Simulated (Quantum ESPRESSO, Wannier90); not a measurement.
**Wannier functions of Ge$_{2}$Mo (I4/mmm)**

```xyz
3
Lattice="0.0000 -3.3202 0.0000 3.3202 0.0000 0.0000 -1.6601 1.6601 4.0932" Properties=species:S:1:pos:R:3 pbc="T T T"
Ge    -1.6601     1.6601     1.3235
Ge     1.6601    -1.6601    -1.3235
Mo     0.0000     0.0000     0.0000
```

Materials Project entry mp-10201; symmetrised, unrelaxed at this level. Not found in the COD (Crystallography Open Database) copy used, which has the formula in other groups; not checked further. Method: LDA plane waves in Quantum ESPRESSO 7.5 (PseudoDojo norm-conserving files, 64 Ry, no spin polarisation, no spin-orbit coupling), Bloch states on a 6×6×6 mesh through Γ, Wannier90 4.0.1. Density: 10×10×10 mesh, cold smearing 0.01 Ry. Spin-orbit coupling, left out, would split the p-like bands by a few tenths of an eV.

Functional, cutoff and mesh named above are those of the base row (1); the first column says what each row takes instead. Model: 17 functions from bands 15-41, start hydrogen-like Ge: s;p; Mo: s;p;d, disentangled but not localised (num_iter = 0), frozen window tied to the conduction edge or Fermi level of each row, as listed, which moves Ω_I and hoppings a little by itself. Energies are relative to the Fermi level; the misfit is to pw.x on a path, for states up to 1.0 eV relative to the Fermi level. The lattice is scaled uniformly, fractional positions fixed. The disentangled Ω_I can sit in another minimum from row to row.

| scale | frozen to (eV) | Ω_I (Å²) | rms misfit (meV) | bottom of band 15 (eV) | on-site Ge1 pz minus Ge1 s (eV) | hopping modulus Ge2 pz – Ge1 pz, R = 1 1 0 (eV) | hopping modulus Ge1 s – Mo3 pz, R = 0 0 1 (eV) | hopping modulus Ge1 pz – Mo3 dz2, R = 0 0 1 (eV) | hopping modulus Ge1 s – Mo3 dz2, R = 0 0 1 (eV) |
|---|---|---|---|---|---|---|---|---|---|
| 0.96 | 1.50 | 18.81 | 10 | -14.61 | 8.40 | 3.566 | 1.863 | 1.952 | 1.483 |
| 0.98 | 1.50 | 19.06 | 9.8 | -14.05 | 8.46 | 3.340 | 1.780 | 1.819 | 1.371 |
| 1 | 1.50 | 19.32 | 9.6 | -13.51 | 8.50 | 3.129 | 1.699 | 1.695 | 1.267 |
| 1.02 | 1.50 | 19.53 | 9.1 | -13.00 | 8.53 | 2.926 | 1.616 | 1.581 | 1.169 |
| 1.04 | 1.50 | 19.77 | 8.6 | -12.52 | 8.55 | 2.750 | 1.529 | 1.474 | 1.078 |
